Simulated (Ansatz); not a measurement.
BiBrO:
```
BiBrO
1.0
    3.91924     0.00000     0.00000
    0.00000     3.91924     0.00000
    0.00000     0.00000     8.27574
Bi Br O
2 2 2
Direct
  0.00000   0.50000   0.84945
  0.50000   0.00000   0.15055
  0.50000   0.00000   0.66074
  0.00000   0.50000   0.33926
  0.00000   0.00000   0.00000
  0.50000   0.50000   0.00000
```

Relaxed with r²SCAN+D4.

Q: Map the electron localisation function on the plane through (0.000, 0.500, 0.849) spanned by u = [1, 0, 0] and v = [0, 0, 1] in lattice vectors, from r²SCAN+D4 in the plane-wave PAW code Ansatz.

A: x is the fraction of u, y of v (the angle between them is 90°; rows are the nearest grid lines); atoms in the plane: Bi at (0.00, 0.00), Br at (0.00, 0.49), O at (0.50, 0.15).
```
|911344211121112443119|
|113454310000013454311|
|345554310000013455543|
|555542100000001245555|
|443210000000000012344|
|000000000000000000000|
|000000000000000000000|
|211000000000000000112|
|888752100000001257888|
|999987630000036789999|
|999998751000157899999|
|003899863000368998300|
|001799863000368997100|
|568999752000257999865|
|999998631000136899999|
|888763100000001367888|
|432100001121100001234|
|000001357787753100000|
|000013578898875310000|
|000125888646888521000|
|332124898656898421233|
|334432378999873234433|
|112442246787642244211|
|911344211121112443119|
```
Scale: ten equal steps from 0.001 (start of '0') to 0.907 (end of '9'), in the order '0123456789'; x runs from 0.000 to 1.00, y from 0.000 (bottom) to 1.00 (top).

The density is the valence pseudo-density with augmentation charge, so density and ELF within about 1 Å of a nucleus are not all-electron values.

Space group P4/nmm. The workflow started from a Materials Project entry (that database holds measured and hypothetical structures alike); the Crystallography Open Database files this formula in space group No. 129, but the cells were not matched. Whether it is the stable phase at ambient conditions was not checked. The cell was relaxed with r²SCAN+D4 under the symmetry of its start; whether a distortion lowers the energy is not shown. Spin–orbit coupling is left out wherever it is not named.

Potentials: the later of the program's two PAW sets.
